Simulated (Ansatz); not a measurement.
Ti₄P₃:
```cif
data_P6Ti8
_chemical_formula_sum 'P6 Ti8'
_space_group_name_H-M_alt 'P 1'
_space_group_IT_number 1
_cell_length_a 6.30596
_cell_length_b 6.30596
_cell_length_c 6.30596
_cell_angle_alpha 109.471
_cell_angle_beta 109.471
_cell_angle_gamma 109.471
loop_
_space_group_symop_operation_xyz
  'x, y, z'
loop_
_atom_site_label
_atom_site_type_symbol
_atom_site_fract_x
_atom_site_fract_y
_atom_site_fract_z
_atom_site_occupancy
P1 P 0.25000 0.62500 0.37500 1
P2 P 0.37500 0.25000 0.62500 1
P3 P 0.75000 0.87500 0.12500 1
P4 P 0.12500 0.75000 0.87500 1
P5 P 0.62500 0.37500 0.25000 1
P6 P 0.87500 0.12500 0.75000 1
Ti1 Ti 0.13903 0.13903 0.13903 1
Ti2 Ti 0.86097 0.50000 0.00000 1
Ti3 Ti 0.50000 0.00000 0.36097 1
Ti4 Ti 0.00000 0.86097 0.50000 1
Ti5 Ti 0.36097 0.50000 0.00000 1
Ti6 Ti 0.63903 0.63903 0.63903 1
Ti7 Ti 0.00000 0.36097 0.50000 1
Ti8 Ti 0.50000 0.00000 0.86097 1
```

This is the LDA-relaxed structure.

Question: All from LDA (plane waves, PAW; program Ansatz), unless another level is named. Estimate the electronic character.

Answer: metallic (no gap).

Question: Give the density of states at the Fermi level.

Answer: 0.57 states/eV per atom (mean over ±0.08 eV).

Question: Give the formation energy from the elements (no fitted shifts).

Answer: -1290 meV/atom.

Space group I-43d. The workflow started from an entry of the Crystallography Open Database (COD). Whether it is the stable phase at ambient conditions was not checked. The LDA relaxation kept the symmetry of its start; of distortions, only those at the zone centre were tested. No spin polarisation was allowed. The references are the lowest solids computed at this level, not always the standard phases.

Potentials: the later of the program's two PAW sets.
